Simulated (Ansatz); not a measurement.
Relaxed-ion elastic tensor of MgO (rock salt, space group No. 225) in GPa (Voigt order), the program Ansatz at the r²SCAN level (PAW); density 3.60 g/cm³, 9.29 Å³ per atom.

```
 311  94.6  94.6   0.0   0.0   0.0
94.6   311  94.6   0.0   0.0   0.0
94.6  94.6   311   0.0   0.0   0.0
 0.0   0.0   0.0   157   0.0   0.0
 0.0   0.0   0.0   0.0   157   0.0
 0.0   0.0   0.0   0.0   0.0   157
```

Is the crystal mechanically stable?

Yes: the smallest eigenvalue of C is 157 GPa.

Work out the Voigt, Reuss and Hill averages.

K_V = 167, K_R = 167, K_H = 167; G_V = 137, G_R = 133, G_H = 135 GPa.

Give Young's modulus, Poisson's ratio, Pugh's ratio and the universal anisotropy index.

E = 9KG/(3K + G) = 319 GPa; ν = 0.18; K/G = 1.23 (brittle by the Pugh limit of 1.75); A_U = 5G_V/G_R + K_V/K_R − 6 = 0.17.

Estimate the sound speeds and the Debye temperature.

v_l = √((K + 4G/3)/ρ) = 9810 m/s, v_t = √(G/ρ) = 6120 m/s, mean 6750 m/s; Θ = (h/k)(3n/4πV)^(1/3) v_m = 956 K.

Give the Zener ratio and Young's modulus along [100], [110] and [111].

A = 2C44/(C11 − C12) = 1.45; 1/E = S11 − 2(S11 − S12 − S44/2)Γ with Γ = 0, 1/4, 1/3 gives 267, 330, 358 GPa.

Solve the Christoffel equation for the three sound speeds along [100], [110], [111].

Eigenvalues of C_ijkl n_j n_l equal ρv². In km/s, slowest first: [100] 6.60, 6.60, 9.29; [110] 5.48, 6.60, 9.99; [111] 5.88, 5.88, 10.21.

Space group Fm-3m (rock salt). The r²SCAN relaxation kept the symmetry of its start. The volume moved by -16 % from the start of the relaxation.

Potentials: the later of the program's two PAW sets.
